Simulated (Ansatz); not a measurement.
ReB (rock salt, Fm-3m), PBEsol in the plane-wave PAW code Ansatz, all energies at zero smearing, with the estimated change up to a 700 eV cutoff added, with one set of potentials and settings (totals compare only within such a set). Cell of 2 atoms (1 B, 1 Re): -10890.661 eV.

```
element                reference phase  E (eV/atom)
-------  -----------------------------  -----------
B           R-3m, 12 atoms in the cell    -152.6704
Re       P6_3/mmc, 4 atoms in the cell  -10738.3805
```

Formation energy per atom, worked out: (-10890.661 − 1×(-152.6704) − 1×(-10738.3805))/2 = 0.195 eV/atom (19 kJ per mol of atoms), at 0 K, without zero-point energy or fitted corrections.

The cell is a constructed one: a structure type filled with these elements; neither database checked (COD, Materials Project) lists it. COD files the formula under space group No. 141. Its standing as an ambient phase is unchecked. The PBEsol relaxation kept the symmetry of its start; its stability against distortions is not shown here. The run is not spin-polarised. The references are the lowest solids computed at this level, not always the standard phases. Spin–orbit coupling is left out wherever it is not named.

Potentials: the earlier of the program's two PAW sets. The files were generated under PBE; for other functionals the program regenerates the frozen cores, and for LDA and PBEsol the local potential too.
